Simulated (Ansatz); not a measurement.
CaO (rock salt)

```
CELL_PARAMETERS angstrom
      0.00000     2.39740     2.39740
      2.39740     0.00000     2.39740
      2.39740     2.39740     0.00000
ATOMIC_POSITIONS crystal
  O  0.00000 0.00000 0.00000
  Ca 0.50000 0.50000 0.50000
```

The slice is a {111} plane (indices of the conventional cell) through the point (0.500, 0.500, 0.500) (fractional), spanned by u = [100] and v = [-1 2 0] in vectors of this cell: u (3.39 Å) and v (5.87 Å, at 90° to u). It covers one period; positions are fractions (u, v).

Calculation: r2SCAN (plane waves to 500 eV, PAW, scalar-relativistic; Ansatz, a quantum-chemistry and plane-wave program). k mesh 12×12×12. These are valence fields of a PAW run, semicore shells included where kept as valence: close to a nucleus they are smooth pseudo fields. CaO was relaxed with its symmetry unable to fall.

Question: Sketch the valence electron density on this plane as a map.

Answer: 
```
|9987520000025789|
|9886420000024688|
|7764310000013467|
|5543100000001345|
|3221000000000122|
|1100000000000001|
|0000000000000000|
|0000000111000000|
|0000012232210000|
|0000134555431000|
|0001346777643100|
|0002468898864200|
|0002578999875200|
|0002579999975200|
|0002578999875200|
|0002468898864200|
|0001346777643100|
|0000134555431000|
|0000012232210000|
|0000000111000000|
|0000000000000000|
|1100000000000001|
|3221000000000122|
|5543100000001345|
|7764310000013467|
|9886420000024688|
|9987520000025789|
|9997520000025799|
```
Scale: ten equal steps from -1.20 (start of '0') to 0.83 (end of '9'), in the order '0123456789'. Values: log₁₀ of the valence density in e/Å³. The map has 16 points along u (one character each, u = 0 at the left) and 28 along v (v = 0 in the bottom row). The scale is logarithmic, as a density can span decades between atoms and voids.
